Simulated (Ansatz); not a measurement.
# BP (F-43m): energy against volume by PBE and RPA

```xyz
2
Lattice="0.0000 2.2690 2.2690 2.2690 0.0000 2.2690 2.2690 2.2690 0.0000" Properties=species:S:1:pos:R:3 pbc="T T T"
B     0.0000    0.0000    0.0000
P     1.1345    1.1345    1.1345
```

RPA total energy on PBE orbitals, norm-conserving pseudopotentials (Ansatz); 4×4×4 mesh, wave cutoff 1116 eV, correlation extrapolated to infinite response cutoff from cutoffs up to 250 eV, 8 electrons, all correlated, long-wavelength term: neglected, core-valence exchange-correlation kept as a semilocal term.

A Birch-Murnaghan fit gives PBE: V0 = 11.84 Å³ an atom (lattice constants +0.5 % against the given cell), B0 = 160 GPa.

Q: What does RPA on these orbitals give?

A: RPA: V0 = 11.65 Å³ an atom (lattice constants -0.1 % against the given cell), B0 = 168 GPa. The RPA points scatter about the fit by some 0.3 meV, so its minimum and above all its modulus are rough. The points for the whole cell, counted from the given cell:

```csv
V/V_given,V (Å³),PBE (meV),Hartree-Fock expression on these orbitals (meV),RPA (meV)
0.92,21.49,115,137,82
0.96,22.43,34,42,18
1.00,23.36,0,0,0
1.04,24.30,6,3,21
1.08,25.23,44,45,75
```

With norm-conserving pseudopotentials the core–valence exchange is only approximate, which can shift gaps by tenths of an eV and RPA lattice constants by most of a per cent. The mesh is coarse, so these are values at the stated settings, not converged ones.
